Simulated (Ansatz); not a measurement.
ZnS:
```
CELL_PARAMETERS angstrom
      3.78697     0.00000     0.00000
     -1.89348     3.27961     0.00000
      0.00000     0.00000    61.86521
ATOMIC_POSITIONS crystal
  Zn 0.00000 0.00000 0.39995
  Zn 0.00000 0.00000 0.89995
  Zn 0.33333 0.66667 0.44994
  Zn 0.66667 0.33333 0.94994
  Zn 0.66667 0.33333 0.20001
  Zn 0.33333 0.66667 0.70001
  Zn 0.66667 0.33333 0.65002
  Zn 0.33333 0.66667 0.15002
  Zn 0.00000 0.00000 0.60004
  Zn 0.00000 0.00000 0.10004
  Zn 0.66667 0.33333 0.34997
  Zn 0.33333 0.66667 0.84997
  Zn 0.66667 0.33333 0.05007
  Zn 0.33333 0.66667 0.55007
  Zn 0.00000 0.00000 0.24999
  Zn 0.00000 0.00000 0.74999
  Zn 0.66667 0.33333 0.50000
  Zn 0.33333 0.66667 0.00000
  Zn 0.66667 0.33333 0.79998
  Zn 0.33333 0.66667 0.29998
  S  0.66667 0.33333 0.23750
  S  0.33333 0.66667 0.73750
  S  0.66667 0.33333 0.83747
  S  0.33333 0.66667 0.33747
  S  0.33333 0.66667 0.88746
  S  0.66667 0.33333 0.38746
  S  0.00000 0.00000 0.78749
  S  0.00000 0.00000 0.28749
  S  0.66667 0.33333 0.08754
  S  0.33333 0.66667 0.58754
  S  0.33333 0.66667 0.48743
  S  0.66667 0.33333 0.98743
  S  0.00000 0.00000 0.13753
  S  0.00000 0.00000 0.63753
  S  0.66667 0.33333 0.68751
  S  0.33333 0.66667 0.18751
  S  0.33333 0.66667 0.03756
  S  0.66667 0.33333 0.53756
  S  0.00000 0.00000 0.93745
  S  0.00000 0.00000 0.43745
```

Relaxed with PBEsol. Special points in fractions of this cell's reciprocal vectors: Γ (0.000, 0.000, 0.000); M (0.500, 0.000, 0.000); K (0.333, 0.333, 0.000); A (0.000, 0.000, 0.500); L (0.500, 0.000, 0.500); H (0.333, 0.333, 0.500).

Problem. List the band energies nearest the valence-band maximum at these points for PBEsol (plane waves, PAW; program Ansatz).

Solution. In eV from the valence-band maximum; about four levels below and three above (degenerate sets whole), none deeper than 8.9 eV; points with the same levels are listed once.

```
k                                    below                above
-  ---------------------------------------  -------------------
Γ  -0.03 -0.03 -0.02 -0.02 -0.01 0.00 0.00       2.09 2.29 2.31
M                  -0.97 -0.96 -0.96 -0.92       3.18 3.19 3.29
K                  -1.64 -1.64 -1.56 -1.56       4.26 4.32 4.32
A                  -0.01 -0.01 -0.01 -0.01  2.15 2.15 2.50 2.50
L                  -0.99 -0.99 -0.93 -0.93  3.19 3.19 3.25 3.25
H      -1.66 -1.66 -1.65 -1.65 -1.56 -1.56  4.29 4.29 4.30 4.30
```

Space group P6_3mc. The workflow started from a Materials Project entry (that database holds measured and hypothetical structures alike). Its sites differ from those of the usual phase in this space group: another stacking or structure type. The PBEsol relaxation kept the symmetry of its start; its stability against distortions is not shown here.

Potentials: the later of the program's two PAW sets.
